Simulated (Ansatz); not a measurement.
## Fields on a plane of CdSe (wurtzite)

```xyz
4
Lattice="4.3400 0.0000 0.0000 -2.1700 3.7585 0.0000 0.0000 0.0000 7.0780" Properties=species:S:1:pos:R:3 pbc="T T T"
Cd     2.1700     1.2528     0.0040
Cd     0.0000     2.5057     3.5430
Se     2.1700     1.2528     4.4212
Se     0.0000     2.5057     0.8822
```

The slice is a (1 -1 0 0) plane (indices of the conventional cell) through the point (0.667, 0.333, 0.001) (fractional), spanned by u = [110] and v = [001] in vectors of this cell: u (4.34 Å) and v (7.08 Å, at 90° to u). It covers one period; positions are fractions (u, v).

Atoms on it: Cd at (0.00, 0.00); Se at (0.00, 0.62).

Calculation: r2SCAN (plane waves to 500 eV, PAW, scalar-relativistic; Ansatz, a first-principles code). k mesh 9×9×5. Inside the PAW spheres the values are not all-electron values, and peaks at nuclei hang on which shells count as valence. CdSe was relaxed with its symmetry unable to fall.

```tsv
v \ u	0.00	0.12	0.24	0.35	0.47	0.59	0.71	0.82	0.94
0.86	0.007	0.009	0.006	0.002	0.001	0.001	0.003	0.008	0.008
0.71	0.130	0.102	0.040	0.010	0.002	0.004	0.020	0.069	0.124
0.57	0.085	0.115	0.058	0.015	0.005	0.008	0.031	0.094	0.101
0.43	0.025	0.019	0.010	0.005	0.004	0.004	0.006	0.014	0.023
0.29	0.001	0.001	0.002	0.006	0.009	0.008	0.004	0.002	0.001
0.14	0.013	0.008	0.010	0.022	0.032	0.028	0.016	0.007	0.011
0.00	0.001	0.008	0.007	0.013	0.017	0.015	0.010	0.008	0.004
```

Values: density of the highest valence band (whole band, smooth part) in e/Å³. 

```
v \ u  0.00  0.18  0.35  0.53  0.71  0.88
-----  ----  ----  ----  ----  ----  ----
0.86   -0.2  -0.7  -1.5  -1.7  -1.2  -0.5
0.71    0.4  -0.3  -1.1  -1.5  -0.8   0.0
0.57    1.1  -0.1  -0.8  -0.9  -0.6   0.4
0.43   -0.8  -1.0  -1.1  -1.0  -1.1  -0.9
0.29   -1.7  -1.6  -1.3  -1.2  -1.4  -1.7
0.14   -0.3  -0.7  -0.8  -0.6  -0.8  -0.5
0.00    1.4   0.4  -0.9  -0.9  -0.7   1.0
```

Values: log₁₀ of the valence density in e/Å³. The scale is logarithmic, as a density can span decades between atoms and voids.

- Density on the Cd–Se line (2.66 Å) at its density minimum, 1.3 Å from Cd: 0.36 e/Å³
- ELF at that point: 0.27
- ELF maximum in the middle third of the Cd–Se line: 0.82, 1.7 Å from Cd
- Element round which the density of the highest valence band (whole band, smooth part) is largest on this plane: Se
